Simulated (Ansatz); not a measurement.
RuS2 (Pa-3), relaxed and computed with several functionals in Ansatz (plane waves, PAW).

```csv
functional,a (Å),gap (eV)
PBE,5.649,0.57
HSE06,…,…
r²SCAN,5.632,0.88
```

What belongs in the gaps?


- HSE06, a (Å): 5.599
- HSE06, gap (eV): 1.97

All cells were relaxed under the symmetry of their starts (and spin orders); stability against distortions was not tested throughout. Rows with no word on spin ran without spin polarisation. Spin–orbit coupling is left out wherever it is not named.

Potentials: the later of the program's two PAW sets.

Ansatz (an electronic-structure program) is a plane-wave DFT program.
